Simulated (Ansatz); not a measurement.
BaTiO$_{3}$ (tetragonal-perovskite type, space group P4mm)

```xyz
5
Lattice="3.9555 0.0000 0.0000 0.0000 3.9555 0.0000 0.0000 0.0000 4.0461" Properties=species:S:1:pos:R:3 pbc="T T T"
Ti     1.9777     1.9777     1.8090
Ba     0.0000     0.0000     3.7706
O      1.9777     1.9777     3.6488
O      1.9777     0.0000     1.6693
O      0.0000     1.9777     1.6693
```

Equation-of-state scan: isotropic scaling of the cell above, V₀ being its volume. The atoms relax within the cell's symmetry.

Level of theory: PBEsol (plane waves to 420 eV, PAW, scalar-relativistic; Ansatz, a first-principles code). k mesh 8×8×8 (Γ-centred), Fermi-Dirac smearing 0.05 eV. Stress and pressure are positive under compression. The relaxing atoms change the space group within the scan (P4/mmm at V/V₀ = 0.840), so nothing is fitted. BaTiO3 is run without spin polarisation. BaTiO3 was relaxed with its symmetry unable to fall. The PAW data are Ansatz's earlier set.

At one point of the scan the stress tensor (GPa) is:

```
   17.5      0.0      0.0
    0.0     17.5      0.0
    0.0      0.0     12.0
```

Question: Which point is it?
(A) V/V₀ = 0.880
(B) V/V₀ = 0.960
(C) V/V₀ = 0.840
(D) V/V₀ = 0.920

Answer: D, V/V₀ = 0.920

(A scan under strain: stresses follow from slopes of the energy per volume, elastic moduli from its curvatures.)
